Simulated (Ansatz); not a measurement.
Method: DFT PBE, scalar-relativistic, plane waves, PAW in Ansatz 0.2.0. All cells share a 420 eV cutoff and Γ-centred k meshes spaced at most about 0.3 Å⁻¹ (about 0.25 or finer for metals, 2π included). No spin polarisation in the final relaxations.

All energies are static (0 K, no zero-point motion). All come from trial cells, and lower structures may exist.

Problem. These unrelaxed guesses for InSb5 are each relaxed within their symmetry. Order them by the energy at which they end, lowest first.
A.

```cif
data_structure
_symmetry_space_group_name_H-M 'P4/mmm'
_symmetry_Int_Tables_number 123
_cell_length_a 3.5325
_cell_length_b 3.5325
_cell_length_c 14.9635
_cell_angle_alpha 90.000
_cell_angle_beta 90.000
_cell_angle_gamma 90.000
_cell_volume 186.72
loop_
_atom_site_label
_atom_site_type_symbol
_atom_site_symmetry_multiplicity
_atom_site_Wyckoff_symbol
_atom_site_fract_x
_atom_site_fract_y
_atom_site_fract_z
_atom_site_occupancy
In1 In 1 c 0.50000 0.50000 0.00000 1
Sb1 Sb 2 h 0.50000 0.50000 0.33448 1
Sb2 Sb 2 g 0.00000 0.00000 0.17599 1
Sb3 Sb 1 b 0.00000 0.00000 0.50000 1
```

B.

```cif
data_structure
_symmetry_space_group_name_H-M 'P6/mmm'
_symmetry_Int_Tables_number 191
_cell_length_a 6.4583
_cell_length_b 6.4583
_cell_length_c 5.3153
_cell_angle_alpha 90.000
_cell_angle_beta 90.000
_cell_angle_gamma 120.000
_cell_volume 192.00
loop_
_atom_site_label
_atom_site_type_symbol
_atom_site_symmetry_multiplicity
_atom_site_Wyckoff_symbol
_atom_site_fract_x
_atom_site_fract_y
_atom_site_fract_z
_atom_site_occupancy
In1 In 1 a 0.00000 0.00000 0.00000 1
Sb1 Sb 3 g 0.00000 0.50000 0.50000 1
Sb2 Sb 2 c 0.33333 0.66667 0.00000 1
```

C.

```cif
data_structure
_symmetry_space_group_name_H-M 'P6/mmm'
_symmetry_Int_Tables_number 191
_cell_length_a 5.0893
_cell_length_b 5.0893
_cell_length_c 9.6744
_cell_angle_alpha 90.000
_cell_angle_beta 90.000
_cell_angle_gamma 120.000
_cell_volume 217.01
loop_
_atom_site_label
_atom_site_type_symbol
_atom_site_symmetry_multiplicity
_atom_site_Wyckoff_symbol
_atom_site_fract_x
_atom_site_fract_y
_atom_site_fract_z
_atom_site_occupancy
In1 In 1 a 0.00000 0.00000 0.00000 1
Sb1 Sb 3 g 0.50000 0.00000 0.50000 1
Sb2 Sb 2 e 0.00000 0.00000 0.67959 1
```

D.

```cif
data_structure
_symmetry_space_group_name_H-M 'P4/mmm'
_symmetry_Int_Tables_number 123
_cell_length_a 6.5047
_cell_length_b 6.5047
_cell_length_c 4.7218
_cell_angle_alpha 90.000
_cell_angle_beta 90.000
_cell_angle_gamma 90.000
_cell_volume 199.78
loop_
_atom_site_label
_atom_site_type_symbol
_atom_site_symmetry_multiplicity
_atom_site_Wyckoff_symbol
_atom_site_fract_x
_atom_site_fract_y
_atom_site_fract_z
_atom_site_occupancy
In1 In 1 b 0.00000 0.00000 0.50000 1
Sb1 Sb 4 j 0.66640 0.66640 0.00000 1
Sb2 Sb 1 a 0.00000 0.00000 0.00000 1
```

Solution. A (ends in P4/mmm, 0 meV/atom), B (ends in P6/mmm, CaCu5 type, 47 meV/atom), C (ends in P6/mmm, 290 meV/atom), D (ends in P4/mmm, 0.31 eV/atom). Even the lowest end lies +0.24 eV/atom against the elements.

Weakly bound directions are ill-defined at this level, which has no dispersion term (P4/mmm at 28.3 Å³/atom), and this can change margins and order among such cells. These runs have no spin–orbit coupling, which can matter for Sb. Cells relaxed within their symmetry can be saddle points. Some candidate types were left out of the draw beforehand, so a known form may be missing.
